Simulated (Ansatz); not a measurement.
Data:

Relaxed TiO$_{2}$ (rutile):

```yaml
crystal:
  lattice:
    - [4.59117, 0.00000, 0.00000]
    - [0.00000, 4.59117, 0.00000]
    - [0.00000, 0.00000, 2.93906]
  atoms:
    - { symbol: Ti, position: [0.00000, 0.00000, 0.00000] }
    - { symbol: Ti, position: [0.50000, 0.50000, 0.50000] }
    - { symbol: O, position: [0.30444, 0.30444, 0.00000] }
    - { symbol: O, position: [0.80444, 0.19556, 0.50000] }
    - { symbol: O, position: [0.19556, 0.80444, 0.50000] }
    - { symbol: O, position: [0.69556, 0.69556, 0.00000] }
```

In this cell atom 1 (Ti, nearest neighbour O at 1.942 Å; its periodic images, 2.9 Å or more away, move with it) is moved by s along Cartesian z, unit vector (0.000, 0.000, 1.000); all other atoms and the cell stay fixed.

All values below come from PBEsol (plane waves to 420 eV, PAW, scalar-relativistic; Ansatz, a program for electronic structure). k mesh 6×6×9 (Γ-centred), Fermi-Dirac smearing 0.05 eV. Energies are smeared free energies. TiO2 is run without spin polarisation. TiO2 was relaxed with its symmetry unable to fall. The zero of ΔE is the undisplaced structure.

The scan covers s from -0.190 to 0.190 Å in 11 points.

Question: Is this a single well or a double well?

Answer: A single well with its minimum at or next to zero displacement.

Question: Is the energy the same for equal positive and negative displacements?

Answer: Even: the same for both signs. With its periodic images moving along, the atom's site symmetry in this cell is mmm.

Question: What is the energy change at s = 0.190 Å?

Answer: 51.6 meV/cell.

Question: What force acts on the atom along the line at s = -0.190 Å?

Answer: 0.931 eV/Å.

(For displaced atoms, the force is minus the slope of the energy, and its curvature is a force constant, which sets phonon frequencies.)
